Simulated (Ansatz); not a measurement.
Te:
```
Te
1.0
    4.62501     0.00000     0.00000
   -2.31251     4.00538     0.00000
    0.00000     0.00000     5.90278
Te
3
Direct
  0.25327   0.00000   0.33333
  0.00000   0.25327   0.66667
  0.74673   0.74673   0.00000
```

Relaxed with r²SCAN. Special points in fractions of this cell's reciprocal vectors: Γ (0.000, 0.000, 0.000); M (0.500, 0.000, 0.000); K (0.333, 0.333, 0.000); A (0.000, 0.000, 0.500); L (0.500, 0.000, 0.500); H (0.333, 0.333, 0.500).

Problem. List the band energies nearest the valence-band maximum at these points for DFT-r²SCAN in the program Ansatz with PAW potentials.

Solution. In eV from the valence-band maximum; about four levels below and three above (degenerate sets whole), none deeper than 8.9 eV; points with the same levels are listed once.

| k | below | above |
|---|---|---|
| Γ | -2.99 -2.99 -1.67 -1.67 -0.65 | 1.26 1.26 1.77 |
| M | -3.39 -3.12 -1.25 -0.91 | 1.30 1.47 3.78 |
| K | -2.82 -2.82 -2.70 -2.25 | 2.92 2.92 3.31 |
| A | -2.77 -2.77 -1.35 -1.20 -1.20 | 0.80 0.90 0.90 |
| L | -3.66 -2.16 -1.80 -0.10 | 1.19 2.16 2.64 |
| H | -4.75 -4.75 -1.05 -0.05 -0.05 | 0.55 1.87 1.87 |

Space group P3_121 (trigonal Se type). The r²SCAN relaxation kept the symmetry of its start. A crystal of weakly bound chains computed without a dispersion correction: the cell and the soft elastic constants depend strongly on that. Scalar-relativistic: spin–orbit coupling is off unless named, which matters more the heavier the elements.

Potentials: the later of the program's two PAW sets.
